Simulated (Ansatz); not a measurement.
Crystals of one structure type (wurtzite) and one family of elements, relaxed and computed with plane-wave PAW LDA (Ansatz code).

```tsv
crystal	V (Å³/atom)	B₀ by P(V) fit (GPa)
GaN	11.05	?
BP	11.32	176
GaP	19.58	89.6
AlP	20.05	89.8
GaAs	21.97	73.8
AlAs	22.29	75.4
InP	24.71	70.9
```

Task: Fit a straight line to ln B₀ against ln V and predict the withheld value.

Result: Least squares on the 6 shown rows: ln B₀ = -1.22 × ln V + (8.128), with a scatter of 3.3 %. For GaN this gives 181. The run itself gave 202, a miss of 10.4 % of that, well beyond the scatter: the line misses something about this case.

Not the usual ambient phase: BP, wurtzite; GaP, wurtzite; AlP, wurtzite; GaAs, wurtzite; AlAs, wurtzite; InP, wurtzite. All cells were relaxed under the symmetry of their starts (and spin orders); stability against distortions was not tested throughout. Spin–orbit coupling is left out wherever it is not named.

Potentials: the later of the program's two PAW sets.
